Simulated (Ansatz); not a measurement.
Relaxed C (space group P6_3/mmc):

```
C
1.0
    2.44493     0.00000     0.00000
   -1.22247     2.11738     0.00000
    0.00000     0.00000     6.63682
C
4
Cartesian
  0.00000   0.00000   1.65921
  0.00000   0.00000   4.97762
  0.00000   1.41158   1.65921
  1.22247   0.70579   4.97762
```

The atoms are displaced by Q × the pattern below (from a DFPT mode at Γ, largest move 1; Q in Å), at fixed cell. It is one choice among 2 degenerate patterns.

```tsv
atom	x	y	z
C1	0.000	1.000	0.000
C2	0.000	1.000	0.000
C3	0.000	-1.000	0.000
C4	0.000	-1.000	0.000
```

The numbers are results of LDA (plane waves to 420 eV, PAW, scalar-relativistic; Ansatz, a first-principles code), not measurements. k mesh 15×15×5 (Γ-centred), Fermi-Dirac smearing 0.05 eV. Energies are smeared free energies. Left out: 4 of 13 points, with atoms too close for the PAW data. With partly filled bands, energies and forces of such displacements shift with the k mesh and the smearing. C was relaxed with its symmetry unable to fall. ΔE is measured from the undisplaced structure. The last digit holds for this mesh only.

```json
[
 {"Q (Å)": "-0.120", "ΔE (meV/cell)": "withheld"},
 {"Q (Å)": "-0.090", "ΔE (meV/cell)": "1841.1"},
 {"Q (Å)": "-0.060", "ΔE (meV/cell)": "816.9"},
 {"Q (Å)": "-0.030", "ΔE (meV/cell)": "202.3"},
 {"Q (Å)": "0.000", "ΔE (meV/cell)": "0.0"},
 {"Q (Å)": "0.030", "ΔE (meV/cell)": "202.3"},
 {"Q (Å)": "0.060", "ΔE (meV/cell)": "816.9"},
 {"Q (Å)": "0.090", "ΔE (meV/cell)": "1841.1"},
 {"Q (Å)": "0.120", "ΔE (meV/cell)": "withheld"}
]
```

Fit an even polynomial form (powers 2, 4, 6) to the given rows and predict ΔE at Q = 0.120.

Least squares on the 7 given rows: ΔE = (223700)·Q² + (1235000)·Q⁴ + (-9.831e7)·Q⁶, in meV/cell with Q in Å; root-mean-square residual 0.21 meV/cell. At 0.120 the fit gives 3183.8 meV/cell; the calculation gives 3250.5 meV/cell, so the extrapolation is off by -66.7 (-2.1 %). The quadratic term alone would give 3221.3 meV/cell.

(For displaced atoms, the force is minus the slope of the energy, and its curvature is a force constant, which sets phonon frequencies.)
